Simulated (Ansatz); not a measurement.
Consider the following.

SiNi$_{3}$:
```
CELL_PARAMETERS angstrom
      3.46643     0.00000     0.00000
      0.00000     3.46643     0.00000
      0.00000     0.00000     3.46643
ATOMIC_POSITIONS crystal
  Si 0.00000 0.00000 0.00000
  Ni 0.00000 0.50000 0.50000
  Ni 0.50000 0.00000 0.50000
  Ni 0.50000 0.50000 0.00000
```

This is the r²SCAN-relaxed structure.

Task: All from plane-wave PAW r²SCAN (Ansatz code), unless another level is named. Estimate the electronic character.

Result: metallic (no gap).

Task: What about the density of states at the Fermi level?

Result: 0.53 states/eV per atom (mean over ±0.08 eV).

Task: Predict the formation energy from the elements (no fitted shifts).

Result: -42 kJ/mol of atoms.

Space group Pm-3m (Cu3Au type). The cell was relaxed with r²SCAN under the symmetry of its start. No spin polarisation was allowed. The references are the lowest solids computed at this level, not always the standard phases.

Potentials: the earlier of the program's two PAW sets.
